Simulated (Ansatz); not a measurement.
Is this TiBeH2 structure a true minimum?

It was reached by relaxing an invented guess, and it needn't be the stable form of this composition.

These are results of DFT PBE, scalar-relativistic, plane waves, PAW in Ansatz, not measurements. Cutoff 420 eV; k points 16×16×12 on the computed 4-atom cell (Γ-centred); Gaussian smearing, width 0.10 eV; no spin polarisation.

The cell below (4 atoms, space group P4/mmm (No. 123)) is relaxed within its symmetry.

```
CELL_PARAMETERS angstrom
2.80417 0.00000 0.00000
0.00000 2.80417 0.00000
0.00000 0.00000 3.70712
ATOMIC_POSITIONS crystal
Ti 0.50000 0.50000 0.50000
Be 0.00000 0.00000 0.00000
H 0.00000 0.00000 0.50000
H 0.50000 0.50000 0.00000
```

For the test a repeat of it with 8 atoms (edges 2.80, 3.71, 5.61 Å) was strained at random (σ = 1.5 % a component), the atoms were moved at random (σ = 0.15 Å), and all was relaxed again on a coarse 8×6×4 mesh (in the run’s order of axes) with 0.20 eV smearing, with no symmetry imposed.

**Question.** What happens?

**Answer.** It doesn't return. The energy falls by 25 meV/atom on that mesh, the volume changes by 1.5 %, and the end has space group P222_1 (No. 17) at a loose tolerance. Relaxed again on a 14×10×8 mesh with 0.10 eV smearing, the new structure lies 27 meV/atom below the first (mesh in the axes of the run's cell; the cell below is made exact in the group named). Space group P222_1 (No. 17), orthorhombic, a = 2.792 Å, b = 3.845 Å, c = 5.519 Å. Ti has 4 H at 1.90–1.94 Å, 2 H at 2.14 Å, 8 Be at 2.62–2.89 Å and 4 Ti at 2.78–2.79 Å; around Be lie 1 H at 1.53 Å, 2 H at 1.69 Å, 3 H at 2.28–2.32 Å, 8 Ti at 2.62–2.89 Å and 4 Be at 2.76–2.79 Å; around H on its first site lie 1 Be at 1.53 Å, 2 Ti at 1.90 Å and 2 Ti at 2.14 Å; around H on its second site lie 2 Be at 1.69 Å and 2 Ti at 1.94 Å.

```xyz
8
Lattice="2.7919 0.0000 0.0000 0.0000 3.8451 0.0000 0.0000 0.0000 5.5190" Properties=species:S:1:pos:R:3 pbc="T T T"
Ti    0.1716    1.9225    0.0000
Ti    2.6203    1.9225    2.7595
Be    1.3959    0.0687    4.1393
Be    1.3959    3.7763    1.3798
H     1.3959    1.4579    1.3798
H     1.3959    2.3871    4.1393
H     0.4225    0.0000    0.0000
H     2.3694    0.0000    2.7595
```
